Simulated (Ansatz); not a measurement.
# Ho4S: rattling a relaxed structure

It was reached by relaxing an invented guess, and it needn't be the stable form of this composition.

These are results of DFT PBE, scalar-relativistic, plane waves, PAW, and for the lanthanide a 4f-in-core norm-conserving potential, in Ansatz 0.2.0, not measurements. Cutoff 690 eV; k points 12×12×4 on the computed 5-atom cell (Γ-centred); Gaussian smearing, width 0.10 eV; no spin polarisation.

The cell below (5 atoms, space group P-3m1 (No. 164)) is relaxed within its symmetry.

```
CELL_PARAMETERS angstrom
3.65890 0.00000 0.00000
-1.82945 3.16870 0.00000
0.00000 0.00000 11.97416
ATOMIC_POSITIONS crystal
Ho 0.33333 0.66667 0.85635
Ho 0.33333 0.66667 0.38425
Ho 0.66667 0.33333 0.14365
Ho 0.66667 0.33333 0.61575
S 0.00000 0.00000 0.00000
```

For the test a repeat of it with 10 atoms (edges 3.66, 3.66, 23.95 Å) was strained at random (σ = 1.5 % a component), the atoms were moved at random (σ = 0.15 Å), and all was relaxed again on a coarse 6×6×1 mesh (in the run’s order of axes) with 0.20 eV smearing, with no symmetry imposed.

Problem. Does it come back?

Solution. It returns, within 1 meV/atom of the unmoved cell on that mesh and with the same symmetry when read at 0.1 Å (C2 at 0.01 Å, so small strains and shifts remain). So it is stable against the distortions that fit this cell and that this random move excites. Modes that don't fit the cell aren't tested.

The lanthanide is trivalent by construction, without f bands, f moments or other valences.
